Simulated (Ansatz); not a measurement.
TaP:
```yaml
crystal:
  lattice:
    - [3.28205, 0.00000, 0.00000]
    - [-1.64102, 2.84234, 0.00000]
    - [0.00000, 0.00000, 3.31663]
  atoms:
    - { symbol: Ta, position: [0.66667, 0.33333, 0.00000] }
    - { symbol: P, position: [0.00000, 0.00000, 0.50000] }
```

Relaxed with PBEsol. Special points in fractions of this cell's reciprocal vectors: Γ (0.000, 0.000, 0.000); M (0.500, 0.000, 0.000); K (0.333, 0.333, 0.000); A (0.000, 0.000, 0.500); L (0.500, 0.000, 0.500); H (0.333, 0.333, 0.500).

List the band energies nearest the Fermi level at these points for plane-wave PAW PBEsol with spin–orbit coupling (Ansatz code).

In eV from the Fermi level; about four levels below and three above (degenerate sets whole), none deeper than 8.9 eV; points with the same levels are listed once.

```csv
k,below,above
Γ,-2.16 -2.16 -0.72 -0.72,2.12 2.12 2.40 2.40
M,-2.71 -2.71 -0.72 -0.72,1.30 1.30 3.79 3.79
K,-3.09 -2.99 -0.29 -0.08,1.15 1.54 1.94
A,-0.45 -0.45 -0.06 -0.06,2.84 2.84 3.64 3.64
L,-3.41 -3.41 -0.67 -0.67,3.66 3.66 3.83 3.83
H,-2.91 -2.82 -0.38 -0.32,2.91 2.91 3.88
```

Space group P-6m2. The first step of the workflow began from a Materials Project structure, measured or hypothetical; the Crystallography Open Database copy checked does not list it. COD files the formula under space group No. 141, so this cell is another polymorph or a model. Whether it is the stable phase at ambient conditions was not checked. Symmetry was held in the PBEsol relaxation; of distortions, only those at the zone centre were tested. The run is not spin-polarised.

Potentials: the later of the program's two PAW sets.
